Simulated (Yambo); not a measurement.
G0W0@PBEsol for N (space group P6_3/mmc, No. 194) in Yambo. Reference settings: 3×3×2 Γ-centred k mesh, 184 bands and a 8 Ry block in the screening, 184 bands in G with the Bruneval-Gonze terminator, plasmon pole fitted at 27.2 eV. The PBEsol gap Γ → K on this mesh is 7.08 eV; G0W0 gaps are taken between the same points.

The settings were changed. The gap went from 13.54 eV to 13.52 eV, and the shift of the valence edge from -3.07 eV to -3.00 eV.

### Question
What was changed between the two runs?
A) 7 Ry block
B) 3 Ry block
C) no random integration
D) pole fitted at 10 eV

### Answer
A, 7 Ry block. The others gave (gap, valence shift): 3 Ry block: 13.79, -3.03 eV; no random integration: 13.38, -2.86 eV; pole fitted at 10 eV: 13.37, -2.88 eV.

Geometry relaxed with PBE+D3(BJ); primitive cell a = b = 3.799 Å, c = 7.420 Å, α = β = 90.00°, γ = 120.00°.

The structure is a Materials Project entry; no match was found in the copy of COD used, and its stability was not checked.

A shift is the quasiparticle energy of the state minus its PBEsol energy.
